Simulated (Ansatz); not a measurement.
Consider the following.

GaN:
```
GaN
1.0
    0.00000     2.10850     2.10850
    2.10850     0.00000     2.10850
    2.10850     2.10850     0.00000
Ga N
1 1
Direct
  0.00000   0.00000   0.00000
  0.50000   0.50000   0.50000
```

This is the r²SCAN-relaxed structure.

Question: All from DFT-r²SCAN in the program Ansatz with PAW potentials, unless another level is named. Predict the gap with spin–orbit coupling.

Answer: 1.16 eV.

Question: And the electron effective mass?

Answer: 0.19, 0.19, 0.46 mₑ (principal values).

Question: What about the valence-band maximum?

Answer: on the K–Γ line, 53 % of the way from K.

Space group Fm-3m (rock salt). This is a known high-pressure phase of the composition, computed here at zero pressure and temperature. Symmetry was held in the r²SCAN relaxation; whether a distortion lowers the energy is not shown. Spin–orbit coupling is left out wherever it is not named.

Potentials: the later of the program's two PAW sets.
